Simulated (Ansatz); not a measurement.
Ni (fcc (Cu type), Fm-3m) under volume change, DFT-r²SCAN in the program Ansatz with PAW potentials, scaled uniformly.

```
V (Å³/atom)  E − E(relaxed) (meV/atom)  P (GPa)
-----------  -------------------------  -------
9.577                             68.6    25.52
9.893                             28.6    15.40
10.209                             6.7     7.04
10.525                             0.0     0.00
10.840                             6.1    -5.97
11.156                            22.9   -11.01
11.472                            48.9   -15.24
```

### Question
What does a third-order Birch–Murnaghan fit give for V₀, B₀ and B′?

### Answer
V₀ = 10.52 Å³/atom, B₀ = 216 GPa, B′ = 4.7.

The cell was relaxed with r²SCAN under the symmetry of its start. Spin order of the final state: ferromagnetic, chosen from 3 collinear starts compared on coarse meshes (ties went to the first, and starts can fall back to one state), not a proven ground state. Textbook magnetic order: ferromagnetic. Other orbital occupations within this spin state were not tried.

Potentials: the later of the program's two PAW sets.
